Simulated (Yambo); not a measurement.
Yambo run on RbLaTa₂O₇ (space group P4/mmm, No. 123). The wavefunctions are norm-conserving PBEsol (Quantum ESPRESSO, 110 Ry, without SOC) ones on a 4×4×1 mesh (44 occupied bands); a = 3.910 Å, b = 3.910 Å, c = 11.314 Å, α = 90.00°, β = 90.00°, γ = 90.00°.

Yambo input:

```
rim_cut
HF_and_locXC
RandQpts= 1000000
RandGvec= 1 Ry
EXXRLvcs= 110 Ry
VXCRLvcs= 440 Ry
% QPkrange
 1 | 1 | 44 | 45 |
 3 | 3 | 44 | 45 |
 6 | 6 | 44 | 45 |
%
```

k points by index: 1 = Γ, 3 = X, 6 = M.

Table of the .hf output:

```
#    K-point    Band    Eo [eV]    Ehf [eV]    Vxc [eV]    Vnlxc [eV]
#
    1    44    -0.146150    -5.547414    -19.87822    -25.27949
    1    45    2.275562    8.109017    -14.69244    -8.858986
    3    44    -0.163488    -5.224478    -19.14132    -24.20231
    3    45    4.002047    16.26275    -15.82478    -3.564076
    6    44    0.000000    -4.884627    -19.31339    -24.19801
    6    45    4.031593    16.18998    -15.90331    -3.744925
```
Exchange alone, without screening.

Geometry of the Materials Project entry, not relaxed at this level.

The structure is a Materials Project entry; no match was found in the copy of COD used, and its stability was not checked.
